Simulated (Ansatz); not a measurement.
A plane-wave DFT run in Ansatz 0.2.0 (scalar-relativistic PAW potentials unless the input names others): input and command.

```yaml
crystal:
  lattice:
    - [2.0455, -2.0455, 0.0]
    - [2.0455, 0.0, -2.0455]
    - [8.8639697, 7.84101515, 7.84101515]
  atoms:
    - { symbol: Au, position: [0.6527777783, 0.6527777783, 0.0833166667] }
    - { symbol: Au, position: [-0.152805555, -0.152805555, 0.91665] }
    - { symbol: Au, position: [0.2916611117, 0.2916611117, 0.2499833333] }
    - { symbol: Au, position: [0.5694277783, 0.5694277783, 0.5833166667] }
    - { symbol: Au, position: [-0.069455555, -0.069455555, 0.41665] }
    - { symbol: Au, position: [0.2083111117, 0.2083111117, 0.7499833333] }
basis:
  ecutwfc: 420
kpoints:
  mp_grid: { grid: [18, 18, 4] }
hamiltonian:
  xc: lda
  dispersion: d3bj
scf:
  occupations: { method: gaussian, width: 0.15 }
output:
  forces: true
  eigenvalues: true
  stress: true
```

```bash
ansatz run input.yaml --threads 2 --pin off --max-ram 5120MiB --backend cpu --events-out ev --progress --plain --runs-dir out
```

Abridged log:
```
Warning: the engine holds no damping parameters fitted to this dispersion correction and functional, so the run takes those fitted to pbe (hamiltonian.dispersion, under Limitations)
Basis set: ecut = 420 eV, 2017 PW (Γ)
Bands: 69, of which v1, the nominal top of the filled ones, is band 57 counted from 1 (56 counted from 0)
Symmetry: 4 space group operations
k-points: 353 of 1296
SCF iter   1: F=—  HF=-77193.415398 eV  |F-HF|=—  |Δ(HF+E_count)|=         —  Δρ=8.54e-3  dr2=2.24e-1  ethr=1.77e-3  ⟨swp⟩=5.5  Hψ=78485  notcnv=0  defer=574
SCF iter   2: F=—  HF=-77193.403173 eV  |F-HF|=—  |Δ(HF+E_count)|=   1.22e-2  Δρ=4.16e-3  dr2=8.92e-2  ethr=1.97e-4  ⟨swp⟩=1.0  Hψ=28241  notcnv=0  defer=573
SCF iter   3: F=—  HF=-77193.397106 eV  |F-HF|=—  |Δ(HF+E_count)|=   6.07e-3  Δρ=7.69e-4  dr2=1.98e-2  ethr=7.82e-5  ⟨swp⟩=1.0  Hψ=22615  notcnv=0  defer=573
SCF iter   4: F=—  HF=-77193.396165 eV  |F-HF|=—  |Δ(HF+E_count)|=   9.40e-4  Δρ=5.50e-4  dr2=1.87e-3  ethr=1.74e-5  ⟨swp⟩=1.0  Hψ=22617  notcnv=0  defer=573
SCF iter   5: F=—  HF=-77193.396018 eV  |F-HF|=—  |Δ(HF+E_count)|=   1.47e-4  Δρ=1.59e-4  dr2=2.18e-4  ethr=1.64e-6  ⟨swp⟩=1.0  Hψ=22622  notcnv=0  defer=573
SCF iter   6: F=—  HF=-77193.396014 eV  |F-HF|=—  |Δ(HF+E_count)|=   3.76e-6  Δρ=4.81e-5  dr2=1.62e-6  ethr=1.91e-7  ⟨swp⟩=1.2  Hψ=22739  notcnv=0  defer=573
SCF iter   7: F=—  HF=-77193.396015 eV  |F-HF|=—  |Δ(HF+E_count)|=   7.59e-7  Δρ=1.28e-5  dr2=2.21e-7  ethr=1.42e-9  ⟨swp⟩=2.1  Hψ=42646  notcnv=0  defer=576
SCF iter   8: F=-77193.396015 eV  HF=-77193.396015 eV  |F-HF|=1.86e-9  |Δ(HF+E_count)|=   3.11e-8  Δρ=2.10e-6  dr2=5.30e-9  ethr=8.77e-11  ⟨swp⟩=9.7  Hψ=105136  notcnv=0
SCF 1 converged in 8 iterations: F = -77193.396015 eV  dr2 = 5.30e-9
SCF converged after 8 iterations
Free energy (F): -77193.396015 eV
Harris-Foulkes:  -77193.396015 eV  (|F-HF|=1.86e-9)
Internal energy: -77193.377140 eV  (E = F + TS)
E sigma→0 (E₀):  -77193.386578 eV
Entropy (-TS):   -0.018875 eV (-3.146 meV/atom)
Fermi energy:    20.100497 eV
  E_disp       = -3.976947  (pairwise vdW)
--- Forces (eV/Å), atoms counted from 1 ---
  atom   1  Au     0.34561689     1.17652455     1.17652455
  atom   2  Au    -0.34561689    -1.17652455    -1.17652455
  atom   3  Au     0.05860568     0.02864135     0.02864135
  atom   4  Au    -0.00846663    -0.00678857    -0.00678857
  atom   5  Au     0.00846663     0.00678857     0.00678857
  atom   6  Au    -0.05860568    -0.02864135    -0.02864135
--- Stress (GPa, compression-positive) ---
      -11.903707       1.456533       1.456533
        1.456533      -9.071990       3.287504
        1.456533       3.287504      -9.071990
  P = ⅓ Tr σ = -10.0159 GPa (-100.159 kbar)
```

Apart from outputs and empty bands, the input differs from a reference run on usual settings in hamiltonian.dispersion: not typed → "d3bj". The reference, at the same geometry (not necessarily relaxed), gave pressure -3.59 GPa, largest force 1.699 eV/Å, no gap on the mesh. This run converged in 8 SCF iterations (reference: 8) with an energy at zero smearing 663 meV/atom below the reference's (the Hamiltonian itself differs), pressure -10.02 GPa, largest force 1.699 eV/Å, no gap on the mesh.

It took 29 s on 2 threads of Intel(R) Xeon(R) 6975P-C (Granite Rapids), on a shared host, peak memory 1.6 GiB.